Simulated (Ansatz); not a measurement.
This Cd₂TeO₃ structure is the end of a relaxation. The cell was found from a structure generator's guess, not taken from experiment.

Computed with Ansatz 0.2.0, DFT PBE, scalar-relativistic, plane waves, PAW. Cutoff 420 eV, Γ-centred mesh, Gaussian smearing, no spin polarisation.

```
Cd Te O
1.0
     5.74655    0.00000    0.00000
    -2.87327    4.97666    0.00000
     0.00000    0.00000    3.19975
Cd Te O
2 1 3
Direct
  0.33333 0.66667 0.50000
  0.66667 0.33333 0.50000
  0.00000 0.00000 0.00000
  0.50000 0.00000 0.00000
  0.00000 0.50000 0.00000
  0.50000 0.50000 0.00000
```

The zero of energy is the elements' standard structures at the same level (O₂ as a molecule); no fitted shifts are applied.

**Question.** Find its symmetry and describe it.

**Answer.** P6/mmm (No. 191). Conventional cell: a = 5.747 Å, c = 3.200 Å. Cd has 6 O at 2.30 Å; Te has 6 O at 2.87 Å and 2 Te at 3.20 Å; around O lie 4 Cd at 2.30 Å, 4 O at 2.87 Å and 2 Te at 2.87 Å.

**Question.** How far does it lie from the elements in energy?

**Answer.** −0.44 eV/atom. It lies below the elements, which doesn't yet make it stable against other compounds or structures.

**Question.** Is it a metal?

**Answer.** Yes, bands cross the Fermi level on the 12×12×12 mesh.

The last run used a 12×12×12 mesh for its 6-atom cell and Gaussian smearing of 0.10 eV. Spin–orbit coupling, which can matter for Te, is left out. The reference form of Te is held partly by dispersion forces, which this level lacks. Symmetry constrained the relaxation, so the result can be a saddle point.
